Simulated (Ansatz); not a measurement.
## ZnO (P6_3mc), zone-centre modes

These are results of Ansatz, DFT PBE, scalar-relativistic, plane waves, PAW, not measurements. The runs took a 420 eV cutoff, a Γ-centred 12×12×6 mesh and Gaussian smearing (0.05 eV). No spin polarisation.

The starting cell (as given, not relaxed at this level):

```yaml
crystal:
  lattice:
    - [3.24940, 0.00000, 0.00000]
    - [-1.62470, 2.81406, 0.00000]
    - [0.00000, 0.00000, 5.20380]
  atoms:
    - { symbol: Zn, position: [0.33333, 0.66667, 0.00000] }
    - { symbol: Zn, position: [0.66667, 0.33333, 0.50000] }
    - { symbol: O, position: [0.33333, 0.66667, 0.38210] }
    - { symbol: O, position: [0.66667, 0.33333, 0.88210] }
```

Harmonic modes by finite displacements of 0.02 Å, without the LO–TO term.

Q: At this geometry, is the structure stable against these modes?

A: Yes: no mode is imaginary beyond 10 cm⁻¹, and only the three translations lie near zero.

Q: List the wavenumbers in cm⁻¹.

A: 0, 0, 0, 87, 87, 249, 362, 394, 394, 426, 426, 527.

Cost: 1 run of about 2 core-minutes, on Arm Neoverse V1 (shared hosts).